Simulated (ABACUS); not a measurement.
ABACUS run on Ag (Fm-3m, 1 atom in the cell; from Materials Project mp-124, lattice scaled a little): self-consistent single point.

Method: PBE, PseudoDojo 0.5 standard norm-conserving PBE (tails mended) pseudopotentials (plane waves; ABACUS).

```xyz
1
Lattice="0.0000 2.0789 2.0789 2.0789 0.0000 2.0789 2.0789 2.0789 0.0000" Properties=species:S:1:pos:R:3 pbc="T T T"
Ag     0.0000     0.0000     0.0000
```

Reference input (self-consistent single point, DFT, PBE, plane waves, PseudoDojo 0.5 standard norm-conserving PBE (tails mended) pseudopotentials): KPT = MP 11 11 11 0 0 0; basis_type = pw; dft_functional = PBE; ecutwfc = 82 Ry; smearing_method = fd; smearing_sigma = 0.00734986 Ry; potentials = PseudoDojo 0.5 standard norm-conserving PBE (tails mended); symmetry = 1; ks_solver = cg; scf_nmax = 100; scf_thr = 1.0e-09 Ry; mixing_type = broyden. This run's input differs from it in these lines:

```diff
@@ -41,3 +41,3 @@
 MP
-11 11 11 0 0 0
+15 15 15 0 0 0
```

The program printed (abridged):

```
 SELF-CONSISTENT
 -------------------------------------------
                                 init_chg = atomic

 PW ALGORITHM --------------- ION=   1  ELEC=   1--------------------------------
 Notice: Threshold on eigenvalues was too large.

 Density error is 0.0575932530681
                          Error Threshold = 0.000154584813876
 E_KohnSham     -310.0286856149      -4218.1566678128
 E_Fermi        1.2380350759         16.8443313561

 PW ALGORITHM --------------- ION=   1  ELEC=   2--------------------------------

 Density error is 0.00206706256642
                          Error Threshold = 0.000303122384569
   [... lines left out ...]

 Density error is 2.71107015512e-08
                          Error Threshold = 5.19147981251e-10
 E_KohnSham     -310.0383466021      -4218.2881122877
 E_Fermi        1.2039922559         16.3811550280

 PW ALGORITHM --------------- ION=   1  ELEC=  12--------------------------------

 Density error is 5.59818580884e-11
                          Error Threshold = 1.42687902901e-10
 E_KohnSham     -310.0383466093      -4218.2881123855
 E_KS(sigma->0) -310.0379240935      -4218.2823637633
 E_entropy(-TS) -0.0008450316        -0.0114972443
 E_Fermi        1.2039769076         16.3809462044
 charge density convergence is achieved
 final etot is -4218.2881124 eV
 EFERMI = 16.380946204 eV

 STATE ENERGY(eV) AND OCCUPATIONS    NSPIN == 1
   [... 17 lines left out ...]

 TOTAL-FORCE (eV/Angstrom)
                       Ag1         0.0000000000         0.0000000000         0.0000000000

 TOTAL-STRESS (KBAR)
        -8.6176662139         0.0000000000         0.0000000000
         0.0000000000        -8.6176662139        -0.0000000000
         0.0000000000        -0.0000000000        -8.6176662139
 TOTAL-PRESSURE: -8.617666 KBAR

 --------------------------------------------
 !FINAL_ETOT_IS -4218.2881123855013357 eV
 --------------------------------------------
```

The run converged in 12 iterations. Against the reference run the free energy rises by 4.5 meV/atom and the pressure hardly changes (-0.92 to -0.86 GPa).

This run is one point of a test of settings, so its values need not be converged; read them against the reference run alone. The structure comes from a collection of computed structures, made at another level of theory; the collection holds predicted forms beside known ones. Its lattice was then scaled.

Cost on one core: very roughly 3 core-minutes.

“Tails mended”: in these copies of the files the far tail of each local potential was reset to the Coulomb form.
